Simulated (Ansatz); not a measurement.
Here is the system:

Starting cell, Ti (hcp, Mg type):

```xyz
2
Lattice="2.9389 0.0000 0.0000 -1.4694 2.5451 0.0000 0.0000 0.0000 4.6500" Properties=species:S:1:pos:R:3 pbc="T T T"
Ti     0.0000     1.6967     3.4875
Ti     1.4694     0.8484     1.1625
```

In this cell atom 2 (Ti, nearest neighbour Ti at 2.878 Å; its periodic images, 2.9 Å or more away, move with it) is moved by s along Cartesian [111], unit vector (0.577, 0.577, 0.577); all other atoms and the cell stay fixed.

Computed with PBE (plane waves to 420 eV, PAW, scalar-relativistic; Ansatz, a quantum-chemistry and plane-wave program). k mesh 15×15×8 (Γ-centred), Fermi-Dirac smearing 0.05 eV. Energies are smeared free energies. Left out: 1 of 11 points, with atoms too close for the PAW data. With partly filled bands, energies and forces of such displacements shift with the k mesh and the smearing. The PAW data are Ansatz's earlier set. Ti is run without spin polarisation. Ti was relaxed with its symmetry unable to fall. The zero of ΔE is the undisplaced structure.

The scan covers s from -0.580 to 0.464 Å in 10 points.

Task: Is the energy the same for displacements of ±0.464 Å, and if not, which side lies higher?

Result: Not even: the positive side lies higher at ±0.464 Å. With its periodic images moving along, the atom's site symmetry in this cell is -6m2.

Task: What force acts on the atom along the line at s = -0.580 Å?

Result: 1.39 eV/Å.

Task: What is the force constant k = d²E/ds² of this move at s = 0?

Result: 2.07 eV/Å².

(A displaced cell: forces are minus the slopes of the energy, force constants its curvatures, and phonons follow from these.)
